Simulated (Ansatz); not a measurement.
Each is relaxed and computed with plane-wave PAW PBE (Ansatz code). Which is the only metal?
A. RbBr, rock salt
B. VSi, rock salt
C. HfSiO4, I4_1/amd (Hf on 4a, Si on 4b, O on 16h)
D. CaS, rock salt

B, VSi, rock salt. VSi: metal; HfSiO4: gap 5.31 eV (indirect); RbBr: gap 4.19 eV (direct); CaS: gap 2.38 eV (indirect). Constructed cells (a structure type filled with these elements, in neither database checked): VSi, rock salt. Began spin-polarised and lost the moments: VSi, rock salt. All cells were relaxed under the symmetry of their starts (and spin orders); stability against distortions was not tested throughout. Rows with no word on spin ran without spin polarisation. Scalar-relativistic: spin–orbit coupling is off unless named, which matters more the heavier the elements.

Potentials: the later of the program's two PAW sets.
